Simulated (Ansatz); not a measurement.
# MnZn3 (Pm-3m): majority and minority states

Geometry: a structure as deposited in COD; nothing is relaxed.

Functional, mesh and filling: PBEsol, 7×7×7 k mesh, Fermi–Dirac smearing of 0.03 eV. LAPW is all-electron LAPW in Ansatz 0.2.0. Site moments are integrated in spheres about the atoms.

The run was typed so:

```yaml
crystal:
  lattice:
    - [3.86, 0.0, 0.0]
    - [0.0, 3.86, 0.0]
    - [0.0, 0.0, 3.86]
  atoms:
    - { symbol: Mn, position: [0.0, 0.0, 0.0], spin: 3.1 }
    - { symbol: Zn, position: [0.0, 0.5, 0.5] }
    - { symbol: Zn, position: [0.5, 0.0, 0.5] }
    - { symbol: Zn, position: [0.5, 0.5, 0.0] }
magnetization:
  spin_polarized: true
kpoints:
  mp_grid: { grid: [7, 7, 7] }
scf:
  occupations: { method: fermi_dirac, width: 0.03 }
  lower_state_search: "off"
hamiltonian:
  xc: pbesol
  pseudopotentials: { kind: all_electron, lapw: { basis_error: 0.001 } }
output:
  forces: true
  stress: true
  eigenvalues: false
  populations: true
  dos: { projected: true, de: 0.1, e_range: [-8, 5] }
```

Command: `ansatz run input.yaml --threads 2 --pin off --max-ram 6144MiB --backend cpu --events-out ev --progress --plain --runs-dir out`

Density of states, smoothed by a Gaussian of 0.15 eV:

```json
{"E − E_F (eV)": "-7.00", "majority (states/eV/cell)": "13.70", "minority (states/eV/cell)": "13.45"}
{"E − E_F (eV)": "-6.70", "majority (states/eV/cell)": "10.64", "minority (states/eV/cell)": "10.71"}
{"E − E_F (eV)": "-6.40", "majority (states/eV/cell)": "3.44", "minority (states/eV/cell)": "3.15"}
{"E − E_F (eV)": "-6.10", "majority (states/eV/cell)": "0.60", "minority (states/eV/cell)": "0.55"}
{"E − E_F (eV)": "-5.80", "majority (states/eV/cell)": "0.43", "minority (states/eV/cell)": "0.40"}
{"E − E_F (eV)": "-5.50", "majority (states/eV/cell)": "0.37", "minority (states/eV/cell)": "0.36"}
{"E − E_F (eV)": "-5.20", "majority (states/eV/cell)": "0.40", "minority (states/eV/cell)": "0.34"}
{"E − E_F (eV)": "-4.90", "majority (states/eV/cell)": "0.48", "minority (states/eV/cell)": "0.39"}
{"E − E_F (eV)": "-4.60", "majority (states/eV/cell)": "0.55", "minority (states/eV/cell)": "0.44"}
{"E − E_F (eV)": "-4.30", "majority (states/eV/cell)": "0.54", "minority (states/eV/cell)": "0.49"}
{"E − E_F (eV)": "-4.00", "majority (states/eV/cell)": "0.52", "minority (states/eV/cell)": "0.50"}
{"E − E_F (eV)": "-3.70", "majority (states/eV/cell)": "0.60", "minority (states/eV/cell)": "0.53"}
{"E − E_F (eV)": "-3.40", "majority (states/eV/cell)": "0.84", "minority (states/eV/cell)": "0.51"}
{"E − E_F (eV)": "-3.10", "majority (states/eV/cell)": "1.19", "minority (states/eV/cell)": "0.53"}
{"E − E_F (eV)": "-2.80", "majority (states/eV/cell)": "1.59", "minority (states/eV/cell)": "0.59"}
{"E − E_F (eV)": "-2.50", "majority (states/eV/cell)": "2.58", "minority (states/eV/cell)": "0.65"}
{"E − E_F (eV)": "-2.20", "majority (states/eV/cell)": "4.02", "minority (states/eV/cell)": "0.72"}
{"E − E_F (eV)": "-1.90", "majority (states/eV/cell)": "2.48", "minority (states/eV/cell)": "0.76"}
{"E − E_F (eV)": "-1.60", "majority (states/eV/cell)": "2.24", "minority (states/eV/cell)": "0.74"}
{"E − E_F (eV)": "-1.30", "majority (states/eV/cell)": "1.47", "minority (states/eV/cell)": "0.82"}
{"E − E_F (eV)": "-1.00", "majority (states/eV/cell)": "0.76", "minority (states/eV/cell)": "1.11"}
{"E − E_F (eV)": "-0.70", "majority (states/eV/cell)": "0.87", "minority (states/eV/cell)": "1.15"}
{"E − E_F (eV)": "-0.40", "majority (states/eV/cell)": "1.05", "minority (states/eV/cell)": "1.76"}
{"E − E_F (eV)": "-0.10", "majority (states/eV/cell)": "0.79", "minority (states/eV/cell)": "1.92"}
{"E − E_F (eV)": "0.20", "majority (states/eV/cell)": "0.71", "minority (states/eV/cell)": "1.15"}
{"E − E_F (eV)": "0.50", "majority (states/eV/cell)": "0.69", "minority (states/eV/cell)": "0.97"}
{"E − E_F (eV)": "0.80", "majority (states/eV/cell)": "0.65", "minority (states/eV/cell)": "0.89"}
{"E − E_F (eV)": "1.10", "majority (states/eV/cell)": "0.53", "minority (states/eV/cell)": "1.07"}
{"E − E_F (eV)": "1.40", "majority (states/eV/cell)": "0.57", "minority (states/eV/cell)": "2.74"}
{"E − E_F (eV)": "1.70", "majority (states/eV/cell)": "0.55", "minority (states/eV/cell)": "2.37"}
{"E − E_F (eV)": "2.00", "majority (states/eV/cell)": "0.54", "minority (states/eV/cell)": "1.53"}
{"E − E_F (eV)": "2.30", "majority (states/eV/cell)": "0.60", "minority (states/eV/cell)": "1.04"}
{"E − E_F (eV)": "2.60", "majority (states/eV/cell)": "0.62", "minority (states/eV/cell)": "0.57"}
{"E − E_F (eV)": "2.90", "majority (states/eV/cell)": "0.60", "minority (states/eV/cell)": "0.58"}
{"E − E_F (eV)": "3.20", "majority (states/eV/cell)": "0.65", "minority (states/eV/cell)": "0.92"}
{"E − E_F (eV)": "3.50", "majority (states/eV/cell)": "0.69", "minority (states/eV/cell)": "0.99"}
{"E − E_F (eV)": "3.80", "majority (states/eV/cell)": "0.77", "minority (states/eV/cell)": "0.95"}
{"E − E_F (eV)": "4.10", "majority (states/eV/cell)": "0.77", "minority (states/eV/cell)": "0.88"}
{"E − E_F (eV)": "4.40", "majority (states/eV/cell)": "0.82", "minority (states/eV/cell)": "0.88"}
```

What spin moment does the cell carry?

2.93 μB. Site moments (μB): Mn1 3.21, Zn2 -0.08, Zn3 -0.08, Zn4 -0.08.

How large is the spin polarisation of the states at the Fermi level?

(N↑ − N↓)/(N↑ + N↓) = -39 %, from 0.73 and 1.68 states/eV; these are averaged over the run's smearing, not the smoothing of the table, and they move with the mesh.

Löwdin populations of d and f shells (filled inner shells left out):

```csv
shell,up,down
Mn1 3d,4.65,1.40
```

Further occupied bands lie below the window, the nearest with its top at -7.1 eV.

The Ansatz runs typed with the search for lower states off end where their start leads. These are results for the start and cell typed. The real compound can order otherwise, in a larger cell, or not at all, since semilocal functionals at zero temperature often overstate magnetism.
